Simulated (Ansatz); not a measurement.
**Question.** Ru (dhcp (α-La type), space group No. 194) is relaxed with PBEsol (plane waves, PAW; program Ansatz). What lattice parameters of the conventional cell result?

**Answer.** a = 2.679 Å, c = 8.607 Å.

Space group P6_3/mmc (dhcp (α-La type)). The start of the workflow was typed in or built on a structure type. Its sites differ from those of the usual phase in this space group: another stacking or structure type. The cell was relaxed with PBEsol under the symmetry of its start; its stability against distortions is not shown here. No spin polarisation was allowed. Axis ratios of metals converge slowly with the k-mesh, so a and c are less sure than the volume.

Potentials: the earlier of the program's two PAW sets. The files were generated under PBE; for other functionals the program regenerates the frozen cores, and for LDA and PBEsol the local potential too.
